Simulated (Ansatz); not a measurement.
A geometry of BiB away from equilibrium: step 2 of the relaxation of a relaxed BiB cell, doubled along one cell vector, shaken by Gaussian noise of σ = 0.08 Å a coordinate. Computed with r2SCAN (plane waves to 500 eV, PAW, scalar-relativistic; Ansatz, a first-principles code). Γ-centred k-mesh 7×4×7 on the run's cell (coarser than for final values), Fermi–Dirac smearing 0.05 eV.

```xyz
4
Lattice="3.6200 -0.0127 0.0009 -3.6420 6.2842 -0.0055 0.0009 -0.0025 3.3893" Properties=species:S:1:pos:R:3 pbc="T T T"
B     -0.0270    -0.1078    -0.0002
B     -1.9168     3.0512    -0.0983
Bi     1.7828     1.0560     1.6431
Bi    -0.0691     4.0661     1.7656
```

**Question.** Predict the force on each atom, in eV/Å.

**Answer.** 
```
atom     Fx     Fy     Fz
----  -----  -----  -----
B1    -0.04   0.11  -0.06
B2     0.08   0.03   0.07
Bi3   -0.02  -0.56  -0.05
Bi4   -0.01   0.43   0.04
```

**Question.** What is the pressure?

**Answer.** -0.3 GPa, compression positive.

**Question.** How far above the relaxed end point is this geometry?

**Answer.** 0.67 eV/atom; the path ends in F-43m (No. 216) (zinc blende type).

No spin polarisation in the result.

The end of the path is a generated cell of BiB: the first start was made by placing the elements on the sites of a structure type, and the end was not matched to a known phase here, so it may be hypothetical.
